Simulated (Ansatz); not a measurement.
# Te2Pd, first-principles data

Te2Pd:
```
Te2Pd
1.0
    1.94434     1.12256     5.63409
   -1.94434     1.12256     5.63409
    0.00000    -2.24512     5.63409
Pd Te
1 2
Cartesian
  0.00000   0.00000   0.00000
  0.00000   0.00000   4.21129
  0.00000   0.00000  12.69098
```

Space group R-3m (No. 166); conventional cell a = 3.889 Å, b = 3.889 Å, c = 16.902 Å, α = 90.00°, β = 90.00°, γ = 120.00°.

Method: DFT-LDA in the program Ansatz with PAW potentials. The cell and atoms are relaxed at this level. Other levels are named where they apply.

**Cell and energy**

- Volume per atom = 24.59 Å³
- Density = 8.14 g/cm³
- Formation energy from the elements (no fitted shifts) = -0.29 eV/atom

**Electronic structure**

- Electronic character: metallic (no gap)
- Density of states at the Fermi level: 0.49 states/eV per atom (mean over ±0.08 eV)

**Mechanics**

- Bulk modulus (Birch–Murnaghan fit) = 412 kbar
- Pressure derivative B′ = 8.4

**Phonons**

- Highest zone-centre frequency = 193 cm^-1
- Zone-centre stability = no imaginary mode at Γ

A made-up cell: these elements were put on the sites of a structure type; neither database checked (COD, Materials Project) lists it. COD files the formula under space group No. 164. Its standing as an ambient phase is unchecked. Symmetry was held in the LDA relaxation. No spin polarisation was allowed. A crystal of weakly bound layers computed without a dispersion correction: the cell and the soft elastic constants depend strongly on that. As this level gives no gap, phonon frequencies hold no LO–TO term and depend on the k-mesh and smearing (Fermi–Dirac, 0.1 eV here). The references are the lowest solids computed at this level, not always the standard phases. Spin–orbit coupling is left out wherever it is not named.

Potentials: the later of the program's two PAW sets.
